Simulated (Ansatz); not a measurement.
## RbMnSe₂ (I-4m2): the volume from the results

The reference geometry is a structure from the Materials Project; nothing is relaxed.

Settings: PBEsol, 10×10×10 k mesh, Fermi–Dirac smearing of 0.05 eV. PAW means Ansatz 0.2.0 on its default frozen-core files. Site moments are integrated in spheres about the atoms.

The input and its command:

```yaml
crystal:
  lattice:
    - [-2.021789, 2.021789, 7.067076]
    - [2.021789, -2.021789, 7.067076]
    - [2.021789, 2.021789, -7.067076]
  atoms:
    - { symbol: Rb, position: [0.0, 0.0, 0.0] }
    - { symbol: Mn, position: [0.25, 0.75, 0.5], spin: 4.0 }
    - { symbol: Se, position: [0.652579, 0.652579, 0.0] }
    - { symbol: Se, position: [0.347421, 0.347421, 0.0] }
magnetization:
  spin_polarized: true
kpoints:
  mp_grid: { grid: [10, 10, 10] }
scf:
  occupations: { method: fermi_dirac, width: 0.05 }
hamiltonian:
  xc: pbesol
  pseudopotentials: { kind: paw }
output:
  forces: true
  stress: true
  eigenvalues: true
  populations: true
  write_density: true
  write_potential: true
  elf: true
  volumetric_format: npy
```

Command: `ansatz run input.yaml --threads 2 --pin off --max-ram 6144MiB --backend cpu --events-out ev --progress --plain --runs-dir out`

The cell is scaled evenly, and every run starts from the same moments. Some of the runs:

```
V/V₀  cell moment (μB)  largest site moment (μB)  F − F(V₀) (meV/atom)  pressure (GPa)
 0.8              3.76                      3.05                    82             8.5
0.95              4.00                      3.53                   -14            -0.6
   1              4.00                      3.63                     0            -2.3
```

Another run of the series gave cell moment (μB) = 4.00, largest site moment (μB) = 3.95, F − F(V₀) (meV/atom) = 138, pressure (GPa) = -5.5. At which V/V₀ was it made?
A. 0.72
B. 0.9
C. 0.85
D. 1.05
E. 1.18
F. 1.1

E. V/V₀ = 1.18.

Another run of the series gave cell moment (μB) = 4.00, largest site moment (μB) = 3.82, F − F(V₀) (meV/atom) = 64, pressure (GPa) = -4.6. At which V/V₀ was it made?
A. 0.72
B. 0.85
C. 1.05
D. 1.18
E. 1.1
F. 0.9

E. V/V₀ = 1.1.

The whole series:

| V/V₀ | cell moment (μB) | largest site moment (μB) | F − F(V₀) (meV/atom) | pressure (GPa) |
| --- | --- | --- | --- | --- |
| 0.72 | 1.47 | 1.20 | 235 | 12.1 |
| 0.8 | 3.76 | 3.05 | 82 | 8.5 |
| 0.85 | 3.99 | 3.31 | 21 | 5.0 |
| 0.9 | 4.00 | 3.43 | -9 | 1.8 |
| 0.95 | 4.00 | 3.53 | -14 | -0.6 |
| 1 | 4.00 | 3.63 | 0 | -2.3 |
| 1.05 | 4.00 | 3.73 | 27 | -3.6 |
| 1.1 | 4.00 | 3.82 | 64 | -4.6 |
| 1.18 | 4.00 | 3.95 | 138 | -5.5 |

The PAW files were made with PBE; the program remakes their cores once for the run's functional and then keeps them frozen. Under strong compression frozen cores are worth checking against an all-electron run. None of this fixes the real material's magnetic order: only patterns that fit the cell were computed, at zero temperature, with a functional that can overstate moments.
